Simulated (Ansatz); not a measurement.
TaN (rock salt)

```
CELL_PARAMETERS angstrom
      0.00000     2.20805     2.20805
      2.20805     0.00000     2.20805
      2.20805     2.20805     0.00000
ATOMIC_POSITIONS crystal
  N  0.00000 0.00000 0.00000
  Ta 0.50000 0.50000 0.50000
```

These are PBE (plane waves to 420 eV, PAW, scalar-relativistic; Ansatz, a program for electronic structure) values and carry that method's errors. Harmonic phonons by density-functional perturbation theory on a 18×18×18 k mesh, in cm⁻¹ and rounded to 5; i marks imaginary ones, q is in fractions of the reciprocal vectors of the cell shown, and the three acoustic modes at Γ are left out. Spin-orbit coupling is left out, though Ta is heavy. TaN is run without spin polarisation. TaN was relaxed with its symmetry unable to fall. The PAW data are Ansatz's earlier set. This is a high-temperature form of TaN.

Question: Is the structure dynamically stable at Γ, L = (0.5, 0.0, 0.0), X = (0.5, 0.5, 0.0)?

Answer: Unstable at this level: the lowest mode is 270i cm⁻¹ at X = (0.5, 0.5, 0.0).

Question: Predict the phonon wavenumbers at Γ, L = (0.5, 0.0, 0.0), X = (0.5, 0.5, 0.0).

Answer: 
```csv
q,wavenumbers (cm⁻¹)
Γ,385 (×3)
"L = (0.5, 0.0, 0.0)","95 (×2), 125, 490, 570 (×2)"
"X = (0.5, 0.5, 0.0)","270i, 85i (×2), 415, 430 (×2)"
```
